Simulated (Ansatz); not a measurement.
The cell comes from COD entry 9008604, which wasn't checked; take it as a given geometry. The listed cell was then made from it by scaling, straining or moving an atom.

BiTe: DFT, LDA, all-electron LAPW, scalar-relativistic (Ansatz 0.2.0). What sets it apart from a plain run of this crystal: equal xx and yy strain of -1 %.

Command: `ansatz run input.yaml --threads 1 --pin off --max-ram 3072MiB --backend cpu --events-out ev --progress --plain --runs-dir out` The run took 30 s on 1 thread of Intel(R) Xeon(R) Platinum 8488C (Sapphire Rapids), on a shared host, peak memory 0.59 GiB.

```yaml
crystal:
  lattice:
    - [0.0, 3.20265, 3.235]
    - [3.20265, 0.0, 3.235]
    - [3.20265, 3.20265, 0.0]
  atoms:
    - { symbol: Bi, position: [0.0, 0.0, 0.0] }
    - { symbol: Te, position: [0.5, 0.5, 0.5] }
kpoints:
  mp_grid: { grid: [10, 10, 10] }
  band_path:
    path:
      - [0.0, 0.0, 0.0]
      - [0.0, 0.5, 0.5]
      - [0.25, 0.75, 0.5]
      - [0.0, 0.5, 0.0]
      - [0.0, 0.0, 0.0]
      - [0.5, 0.5, 0.0]
      - [0.3725125, 0.6274875, 0.0]
      - [-0.3725125, 0.3725125, 0.0]
      - [0.0, 0.0, 0.0]
    npoints: 5
scf:
  occupations: { method: fermi_dirac, width: 0.08 }
hamiltonian:
  xc: lda
  pseudopotentials: { kind: all_electron, lapw: { basis_error: 0.0005 } }
output:
  forces: true
  stress: true
  eigenvalues: true
```

Output (standing set-up lines are left out):

```
LAPW: plane waves up to 7.197 Å⁻¹, error target 5.0e-4 eV per atom; small_component_spin mean_spin; Te in spheres of 1.572 Å, 24 of its electrons in bands, Dirac shells []; Bi in spheres of 1.631 Å, 37 of its electrons in bands, Dirac shells []
Crystal: 2 atoms, lattice volume = 66.363 Å³
Basis set: ecut = 197.32283470314528 eV, 411 PW (Γ), exchange–correlation at level 2
Symmetry: 16 space group operations
Space group: I4/mmm (ITA 139), of the structure as read, at distance tolerance 4.0e-5 Å
k-points: 102 of 1000
iter 1 solved again at ethr=1.68e-4 eV; its pass at ethr=1.00e-1 eV (dr2=1.03e-1 eV) is discarded
SCF iter   1: F=—  HF=-770127.473477 eV  |F-HF|=—  |Δ(HF+E_count)|=         —  Δρ=9.33e-3  dr2=1.03e-1  ethr=1.68e-4  ⟨swp⟩=2.9  Hψ=24033  notcnv=0
preconditioner: auto → LDOS  [metal: Δε(μ)=0.064 eV  Ē_g=11.052 eV  σ=0.080 eV  W_gap=0.19  n_scr=14 (ndim 8)  ℏωp=15.1 eV  f_vac=0.095  D(μ)=1.43/eV (n_scr^D=14)  β→1.0]
iter 2 solved again at ethr=1.55e-6 eV; its pass at ethr=1.68e-4 eV (dr2=9.48e-4 eV) is discarded
SCF iter   2: F=—  HF=-770127.443316 eV  |F-HF|=—  |Δ(HF+E_count)|=   3.02e-2  Δρ=1.39e-3  dr2=9.46e-4  ethr=1.55e-6  ⟨swp⟩=2.0  Hψ=18856  notcnv=0
SCF iter   3: F=—  HF=-770127.444527 eV  |F-HF|=—  |Δ(HF+E_count)|=   1.21e-3  Δρ=2.29e-4  dr2=4.75e-5  ethr=1.55e-6  ⟨swp⟩=2.4  Hψ=11162  notcnv=0
SCF iter   4: F=—  HF=-770127.441826 eV  |F-HF|=—  |Δ(HF+E_count)|=   2.70e-3  Δρ=1.89e-4  dr2=1.57e-5  ethr=7.79e-8  ⟨swp⟩=3.0  Hψ=12076  notcnv=0
SCF iter   5: F=—  HF=-770127.441827 eV  |F-HF|=—  |Δ(HF+E_count)|=   8.52e-8  Δρ=4.87e-5  dr2=1.41e-6  ethr=2.58e-8  ⟨swp⟩=2.0  Hψ=11109  notcnv=0
SCF iter   6: F=—  HF=-770127.441826 eV  |F-HF|=—  |Δ(HF+E_count)|=   7.96e-7  Δρ=1.03e-5  dr2=9.43e-8  ethr=2.30e-9  ⟨swp⟩=2.1  Hψ=11119  notcnv=0
SCF iter   7: F=-770127.441826 eV  HF=-770127.441826 eV  |F-HF|=1.51e-9  |Δ(HF+E_count)|=   7.12e-8  Δρ=4.06e-6  dr2=9.96e-9  ethr=1.55e-10  ⟨swp⟩=2.0  Hψ=11109  notcnv=0
SCF 1 converged in 7 iterations: F = -770127.441826 eV  dr2 = 9.96e-9
NSCF: frozen V_eff on 41 k-points
SCF converged after 7 iterations
Free energy (F): -770127.441826 eV
Harris-Foulkes:  -770127.441826 eV  (|F-HF|=1.51e-9)
Internal energy: -770127.412071 eV  (E = F + TS)
E sigma→0 (E₀):  -770127.426948 eV
Entropy (-TS):   -0.029755 eV (-14.878 meV/atom)
Fermi energy:    12.734269 eV
--- Per-component energies (eV) ---
  E_band       = -3805.290155
  E_kinetic    = 872519.901438
  E_xc         = -15128.847631
  E_electrostatic = -1627518.465878  (all electrons and nuclei)
  E_smearing   = -0.029755  (= −TS)
  E_closure    = 0.000000  (closes the sum)
  E_atoms      = -770118.933441  (free atoms, spherical and without spin; not in F)
  Σ components = -770127.441826   (vs F -770127.441826, Δ=0.00e0)
  Basis errors (estimates in eV, not in F): energy 1.6e-4 per atom: plane waves 1.6e-4 (8.4e-5 summed), levels above the bands 4.8e-38, relativity 5.1e-9, radial functions 7.1e-6, core shells 4.6e-9; eigenvalues (radial functions only) 1.5e-6; not estimated: angular momenta, meshes, grids; target (lapw.basis_error) 5.0e-4; muffin-tin radii Te 1.572 Å, Bi 1.631 Å
--- Forces (eV/Å), atoms counted from 1 ---
  atom   1  Bi     0.00000000     0.00000000     0.00000000
  atom   2  Te    -0.00000000     0.00000000     0.00000000
  max |Σ_I F_I| component: 7.89e-31 eV/Å
--- Stress (GPa, compression-positive) ---
       -1.597284       0.000000       0.000000
        0.000000      -1.597284       0.000000
        0.000000       0.000000      -2.311584
  P = ⅓ Tr σ = -1.8354 GPa (-18.354 kbar)
--- Band table (eV; the first three rows and the last of 102) ---
  k-point 0: bands = ["-146.6009", "-140.7913", "-136.0382", "-136.0374", "-136.0374", "-136.0367", "-136.0354", "-136.0354", "-136.0347", "-96.8183", "-96.8183", "-96.8161", "-78.9078", "-78.9078", "-78.9034", "-24.4098", "-24.4059", "-24.4059", "-24.4034", "-24.4034", "-10.2919", "-10.2839", "-10.2830", "-10.2771", "-10.2771", "-0.9532", "4.5822", "10.1297", "10.1297", "10.2662", "14.7548", "14.9878", "14.9878", "17.4102", "17.4883", "17.4883", "18.8600"]
  k-point 1: bands = ["-146.6009", "-140.7913", "-136.0382", "-136.0374", "-136.0374", "-136.0367", "-136.0354", "-136.0354", "-136.0347", "-96.8183", "-96.8183", "-96.8161", "-78.9078", "-78.9078", "-78.9034", "-24.4098", "-24.4059", "-24.4058", "-24.4033", "-24.4033", "-10.2924", "-10.2844", "-10.2825", "-10.2768", "-10.2765", "-0.8619", "4.3498", "10.1631", "10.2014", "10.3172", "14.3757", "14.5788", "14.6242", "17.3039", "17.6248", "17.6686", "19.4707"]
  k-point 2: bands = ["-146.6009", "-140.7913", "-136.0382", "-136.0374", "-136.0374", "-136.0367", "-136.0354", "-136.0354", "-136.0347", "-96.8183", "-96.8183", "-96.8161", "-78.9078", "-78.9078", "-78.9034", "-24.4097", "-24.4059", "-24.4057", "-24.4033", "-24.4032", "-10.2938", "-10.2859", "-10.2810", "-10.2758", "-10.2750", "-0.5905", "3.7415", "10.2682", "10.3245", "10.5006", "13.5793", "13.7865", "13.8528", "17.3571", "18.1594", "18.1889", "20.8144"]
  k-point 101: bands = ["-146.6009", "-140.7913", "-136.0382", "-136.0374", "-136.0374", "-136.0367", "-136.0354", "-136.0354", "-136.0347", "-96.8183", "-96.8183", "-96.8161", "-78.9078", "-78.9078", "-78.9034", "-24.4094", "-24.4062", "-24.4061", "-24.4025", "-24.4025", "-10.3005", "-10.2872", "-10.2868", "-10.2659", "-10.2659", "0.7839", "2.7896", "7.0014", "8.6761", "8.6761", "14.9596", "16.4092", "16.4092", "17.6855", "21.7455", "22.2992", "22.4589"]
```
